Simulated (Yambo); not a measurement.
Absorption of CaC$_{2}$ (space group I4/mmm, No. 139) under isotropic strain of -0.7 % on all lattice vectors with and without the electron-hole interaction (Yambo, PBEsol bands; 10×10×10 mesh, 4 valence and 2 conduction bands, static screening with 26 bands and a 4 Ry block, scissor 1.91 eV, Tamm-Dancoff; field along x). Axes are Cartesian, with cell vectors (Å) (-1.90, 1.90, 3.15), (1.90, -1.90, 3.15), (1.90, 1.90, -3.15).

| E (eV) | Im ε, BSE | Im ε, independent quasiparticles |
|---|---|---|
| 2.60 | 0.06 | 0.03 |
| 2.70 | 0.06 | 0.03 |
| 2.80 | 0.07 | 0.04 |
| 2.90 | 0.08 | 0.04 |
| 3.00 | 0.09 | 0.04 |
| 3.10 | 0.10 | 0.04 |
| 3.20 | 0.11 | 0.05 |
| 3.30 | 0.13 | 0.05 |
| 3.40 | 0.16 | 0.06 |
| 3.50 | 0.21 | 0.06 |
| 3.60 | 0.29 | 0.07 |
| 3.70 | 0.45 | 0.08 |
| 3.80 | 0.73 | 0.09 |
| 3.90 | 0.92 | 0.11 |
| 4.00 | 0.86 | 0.15 |
| 4.10 | 0.94 | 0.21 |
| 4.20 | 0.98 | 0.29 |
| 4.30 | 1.01 | 0.33 |
| 4.40 | 0.92 | 0.37 |
| 4.50 | 1.00 | 0.40 |
| 4.60 | 1.24 | 0.50 |
| 4.70 | 1.25 | 0.51 |
| 4.80 | 1.10 | 0.54 |
| 4.90 | 1.10 | 0.67 |
| 5.00 | 1.30 | 0.74 |
| 5.10 | 1.63 | 0.65 |
| 5.20 | 2.06 | 0.56 |
| 5.30 | 2.20 | 0.57 |
| 5.40 | 2.36 | 0.69 |
| 5.50 | 3.21 | 0.91 |
| 5.60 | 4.24 | 1.08 |
| 5.70 | 4.24 | 1.03 |
| 5.80 | 3.81 | 1.10 |
| 5.90 | 3.61 | 1.39 |
| 6.00 | 3.56 | 1.70 |
| 6.10 | 3.48 | 1.86 |
| 6.20 | 3.94 | 2.05 |
| 6.30 | 4.34 | 2.44 |
| 6.40 | 3.88 | 2.80 |
| 6.50 | 3.44 | 2.88 |
| 6.60 | 3.34 | 3.17 |
| 6.70 | 3.02 | 3.41 |

The scissor comes from a G0W0 run whose convergence isn't established. Broadening 0.15 eV. The band window holds all transitions up to 6.7 eV. Fine structure above the onset can come from the mesh.

Geometry strained from the cell relaxed with PBEsol, atoms relaxed again; primitive cell a = b = c = 4.1345 Å, α = β = 125.39°, γ = 80.89°.

The structure is a Materials Project entry; no match was found in the copy of COD used, and its stability was not checked.
